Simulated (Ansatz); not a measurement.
**NaCl, a database entry at a rescaled volume**

```xyz
2
Lattice="0.0000 2.7729 2.7729 2.7729 0.0000 2.7729 2.7729 2.7729 0.0000" Properties=species:S:1:pos:R:3 pbc="T T T"
Na    0.0000    0.0000    0.0000
Cl    2.7729    2.7729    2.7729
```

Single point in Ansatz 0.2.0 with r2SCAN, no spin polarisation. Cutoff 500 eV, PAW datasets, 8×8×8 Γ-centred k mesh, fermi-dirac filling (width 0.0596 eV).

Question: What is the band gap?

Answer: The gap is 6.11 eV, direct at the points sampled.

Question: What does the stress say?

Answer: The pressure is 1.0 GPa (compression positive), so with the atoms held at these fractions the cell would first expand.

Question: Describe some of the short contacts.

Answer: Na–Cl at 2.77 Å: least valence density 0.09 e/Å³ and ELF 0.02 there, a closed-shell (ionic or weak) contact. Both are smooth PAW fields, read partly inside the augmentation spheres.

Question: Is it stable against the elements?

Answer: -2.10 eV an atom against the elements' usual phases (free molecules for gases, crystals otherwise, with no correction for O₂ or N₂), so it is bound against them; other compounds may still compete. Relaxing would lower it.

Origin: a database entry at a rescaled volume.
